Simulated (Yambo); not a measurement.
Yambo run on K2LiRhF6 (space group Fm-3m, No. 225). The wavefunctions come from this Quantum ESPRESSO step (LDA, PseudoDojo standard norm-conserving files, scalar-relativistic):

```
&CONTROL
  calculation = 'nscf'
  pseudo_dir = './pseudo'
  outdir = './out'
/
&SYSTEM
  ibrav = 0
  nat = 10
  ntyp = 4
  ecutwfc = 88.0
  ecutrho = 352.0
  occupations = 'fixed'
  force_symmorphic = .true.
  nbnd = 203
/
&ELECTRONS
  conv_thr = 1e-08
  diago_full_acc = .true.
  diago_thr_init = 1e-08
/
ATOMIC_SPECIES
Li 6.9400 Li.upf
F 18.9984 F.upf
K 39.0983 K.upf
Rh 102.9055 Rh.upf
CELL_PARAMETERS angstrom
  0.000000000000   4.005895000000   4.005895000000
  4.005895000000   0.000000000000   4.005895000000
  4.005895000000   4.005895000000   0.000000000000
ATOMIC_POSITIONS crystal
Li   0.500000000000   0.500000000000   0.500000000000
F   0.751990000000   0.248010000000   0.248010000000
F   0.248010000000   0.751990000000   0.751990000000
F   0.248010000000   0.751990000000   0.248010000000
F   0.751990000000   0.248010000000   0.751990000000
F   0.248010000000   0.248010000000   0.751990000000
F   0.751990000000   0.751990000000   0.248010000000
K   0.750000000000   0.750000000000   0.750000000000
K   0.250000000000   0.250000000000   0.250000000000
Rh   0.000000000000   0.000000000000   0.000000000000
K_POINTS automatic
2 2 2 0 0 0
```

Yambo input:

```
rim_cut
gw0
dyson
el_el_corr
HF_and_locXC
ppa
em1d
RandQpts= 1000000
RandGvec= 1 Ry
EXXRLvcs= 88 Ry
VXCRLvcs= 352 Ry
Chimod= "HARTREE"
% BndsRnXp
 6 | 200 |
%
NGsBlkXp= 7 Ry
% LongDrXp
 1.0 | 1.0 | 1.0 |
%
PPAPntXp= 27.2114 eV
% GbndRnge
 1 | 200 |
%
GTermKind= "BG"
DysSolver= "n"
ExtendOut
% QPkrange
 1 | 1 | 40 | 41 |
 3 | 3 | 40 | 41 |
%
```

k points by index: 1 = Γ, 3 = X.

The o-*.qp file then holds:

```
#    K-point    Band    Eo [eV]    E [eV]    E-Eo [eV]    Vxc [eV]    Vnlxc [eV]    Sc|Eo [eV]    Sc|E [eV]    dSc/dw|Eo [eV]    Re(Z)    Im(Z)
#
    1    40    -0.304148    -1.718663    -1.414515    -22.62598    -28.92260    4.544008    4.882097    -6.503220    0.807108    -0.001302
    1    41    2.270876    4.490235    2.219358    -24.21356    -18.23368    -3.236538    -3.760518    -6.424181    0.809005    -0.001162
    3    40    0.000000    -1.437419    -1.437419    -23.36683    -29.78784    4.640177    4.983583    -6.500268    0.807178    -0.001262
    3    41    1.745793    3.929874    2.184082    -23.05221    -16.95750    -3.419981    -3.910629    -6.112671    0.816567    -0.001170
```
(The two width columns are left out.) Convergence of these settings isn't established.

Spin-orbit coupling is not included.

Geometry of the Materials Project entry, not relaxed at this level.

The structure is a Materials Project entry; no match was found in the copy of COD used, and its stability was not checked.
